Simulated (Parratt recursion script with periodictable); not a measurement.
A film on top of a Si/Rh multilayer on Si at 13.5 nm

```
layer, from the top  thickness (Å)  density (g/cm³)  rms roughness of its top face (Å)  δ at 13.5 nm  β at 13.5 nm
-------------------  -------------  ---------------  ---------------------------------  ------------  ------------
Si (in each period)           48.1            2.313                                  4  9.927 × 10⁻⁴      0.001813
Rh (in each period)           20.6           12.398                                  4        0.1248       0.03117
Si (substrate)                   –            2.313                                  4  9.927 × 10⁻⁴      0.001813
```

The refractive index is n = 1 − δ + iβ; the runs take δ and β at each wavelength of the scan. Vacuum lies above.

Densities are inputs, not measurements. They were set from computed cells of the Materials Project: Si from entry mp-149 (Fd-3m, 2.313 g/cm³); Rh from entry mp-74 (Fm-3m, 12.398 g/cm³); BaTiO3 from entry mp-2998 (Pm-3m, 6.016 g/cm³). A layer's crystal structure does not enter its constants, only its composition and density.

Method: EUV and soft X-ray reflectivity, Parratt recursion, Névot-Croce roughness, Henke tables (Parratt recursion script with periodictable 1.7.1).

Light falls at α = 5° from the surface normal. It is s-polarised. The wavelength is scanned from 12.42 to 14.58 nm in 161 evenly spaced points, without smoothing. R at 13.5 nm is the value at the middle scan point.

The pair is repeated 40 times. A second run adds one film on top, with 4 Å rms roughness on its surface.

| film | thickness d (Å) | density (g/cm³) | δ at 13.5 nm | β at 13.5 nm | R at 13.5 nm (%) |
|---|---|---|---|---|---|
| none | – | – | – | – | 59.0 |
| BaTiO3 | 200 | 6.016 | 0.02512 | 0.02177 | ? |

Q: Estimate R at 13.5 nm under 200 Å of BaTiO3.

A: Light crosses the film twice, so the mirror's amplitude R₀^½ falls to a = R₀^½ exp[−4πβ(1 − δ)d/(λc)], with λ = 135 Å and c = [(1 − δ)² − sin²α]^½ (sin²α = 0.0076). The film surface reflects an amplitude of about f = |(1 − n)/(1 + n)|, the value for a smooth face at normal incidence, whose phase against a this estimate leaves open. Reflection at the film's lower face is left out.

For BaTiO3: c = 0.9710, exponent 4πβ(1 − δ)d/(λc) = 0.407, a = 0.511, a² = 26.1 %; f = 0.017. With f in or out of phase, (a ± f)² spans 24.4 to 27.9 %.

The run gave 25.2 %, 0.97 times a² and inside that span.
